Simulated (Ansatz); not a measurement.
Structure relaxation, Hf3N4

The start is a generated cell, Hf3N4 placed in a common structure type. Cell shape, volume and atoms are optimised at zero target pressure with PBEsol (plane waves to 420 eV, PAW, scalar-relativistic; Ansatz, a first-principles code). First-step values are on the input's coarse k-mesh.

Ansatz input (later rounds restart from its end on a renewed k-mesh):
Ansatz 0.2 input:
```yaml
crystal:
  lattice:
    - [-3.35, 3.35, 3.35]
    - [3.35, -3.35, 3.35]
    - [3.35, 3.35, -3.35]
  atoms:
    - { symbol: Hf, position: [0.25, 0.625, 0.375] }
    - { symbol: Hf, position: [0.75, 0.875, 0.125] }
    - { symbol: Hf, position: [0.375, 0.25, 0.625] }
    - { symbol: Hf, position: [0.125, 0.75, 0.875] }
    - { symbol: Hf, position: [0.625, 0.375, 0.25] }
    - { symbol: Hf, position: [0.875, 0.125, 0.75] }
    - { symbol: N, position: [0.166, 0.166, 0.166] }
    - { symbol: N, position: [0.5, 0, 0.334] }
    - { symbol: N, position: [0, 0.334, 0.5] }
    - { symbol: N, position: [0.334, 0.5, 0] }
    - { symbol: N, position: [0.666, 0.666, 0.666] }
    - { symbol: N, position: [0.5, 0, 0.834] }
    - { symbol: N, position: [0.834, 0.5, 0] }
    - { symbol: N, position: [0, 0.834, 0.5] }
basis: { ecutwfc: 420, ecutrho_ratio: 4, xc_grid: 2, fft_grid_basis: typed }
kpoints: { mp_grid: { grid: [4, 4, 4] } }
hamiltonian:
  xc: pbesol
  dispersion: none
  pseudopotentials: { kind: paw }
scf: { occupations: { method: fermi_dirac, width: 0.05 } }
relax: { f_tol: 0.01, max_steps: 100, cell: { stress_tol: 0.02 } }
output: { forces: true, stress: true }
```

### Question
How large is the pressure on the unrelaxed cell, and of which sign?

### Answer
-9.4 GPa (negative: the cell is under tension).

### Question
By how much does the energy per atom fall from start to end?

### Answer
0.056 eV/atom.

### Question
How does the volume per atom move from start to end?

### Answer
-2.2 %, from 10.74 to 10.51 Å³/atom.

### Question
How do the shortest distances between atoms change?

### Answer
The closest pairs of elements (up to four, under 3.6 Å), start → end: Hf–N 2.32 → 2.21 Å; N–N 2.50 → 2.57 Å; Hf–Hf 3.13 → 3.11 Å.

### Question
Write out the relaxed structure.

### Answer

```cif
data_Hf12N16
_chemical_formula_sum 'Hf12 N16'
_space_group_name_H-M_alt 'I-43d'
_space_group_IT_number 220
_space_group_name_Hall 'I -4bd 2c 3'
_cell_length_a 6.65111
_cell_length_b 6.65111
_cell_length_c 6.65111
_cell_angle_alpha 90.000
_cell_angle_beta 90.000
_cell_angle_gamma 90.000
loop_
_atom_site_label
_atom_site_type_symbol
_atom_site_symmetry_multiplicity
_atom_site_Wyckoff_symbol
_atom_site_fract_x
_atom_site_fract_y
_atom_site_fract_z
_atom_site_occupancy
Hf1 Hf 12 a 0.00000 0.25000 0.37500 1
N1 N 16 c 0.06973 0.06973 0.06973 1
```
(The calculation used a cell of 14 atoms; values per cell refer to that cell.)

The space group stays I-43d (No. 220) (the run could not lower it), with 14 atoms in the primitive cell. Final values are on a 6×6×6 k-mesh of the relaxed cell. No spin polarisation in the result.

The run could not lose the symmetry of its start.

The first start was generated by placing the elements on the sites of a structure type. A measured structure of Hf3N4 has the same space group, I-43d (No. 220); the sites were not compared with it.
